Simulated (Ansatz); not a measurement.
A generator proposed this cell of ScAl2Sb2As.

```
CELL_PARAMETERS angstrom
2.52171 1.45591 5.93771
-2.52171 1.45591 5.93771
0.00000 -2.91181 5.93771
ATOMIC_POSITIONS crystal
Sc 0.50000 0.50000 0.50000
Al 0.71509 0.71509 0.71509
Al 0.28491 0.28491 0.28491
Sb 0.84175 0.84175 0.84175
Sb 0.15825 0.15825 0.15825
As 0.00000 0.00000 0.00000
```

Level of theory: DFT PBE, scalar-relativistic, plane waves, PAW in Ansatz. Settings: cutoff 420 eV, Γ-centred mesh 6×6×6 on the computed 6-atom cell, Gaussian smearing of 0.10 eV; no spin polarisation.

Formation energies are uncorrected and refer to the elements' standard structures at the same level.

Q: Estimate its pressure, forces and energy as it stands.

A: The pressure is 16.0 GPa (the mean over three directions, positive in compression), the largest force is 6.08 eV/Å, and the energy is +0.61 eV/atom against the elements. The shortest distance is 2.26 Å.

Q: Is it a good guess?

A: A rough one: relaxing gains about 0.55 eV/atom (the start's value is from the coarse mesh, so the gain is rough) in 11 ionic steps and ends at +0.06 eV/atom on the finer mesh. The symmetry stays R-3m (No. 166). The volume per atom grows by 7.8 %, from 21.8 to 23.5 Å³. The shortest distance goes from 2.26 Å (Al–Sb) to 2.75 Å (Al–Sb). Conventional cell: a = 5.313 Å, c = 17.304 Å. Sc is surrounded by 2 Al at 2.97 Å and 6 Sb at 3.07 Å; Al has 1 Sb at 2.75 Å, 1 Sc at 2.97 Å, 3 As at 3.07 Å and 3 Al at 3.07 Å; Sb has 1 Al at 2.75 Å, 1 As at 2.94 Å, 3 Sc at 3.07 Å and 3 Sb at 3.07 Å; As has 2 Sb at 2.94 Å and 6 Al at 3.07 Å.

The last run used a 12×12×12 mesh for its 6-atom cell and Gaussian smearing of 0.10 eV. These runs have no spin–orbit coupling, which can matter for Sb. The reference form of As is held partly by dispersion forces, which this level lacks. The relaxation can't lower the symmetry of the start, and the grade says only how near the guess is to its own end. Symmetry constrained the relaxation, so the result can be a saddle point. Another cell of ScAl2Sb2As relaxed alike, in P-3m1, lies 161 meV/atom lower, so this cell isn't the stable form at this level.
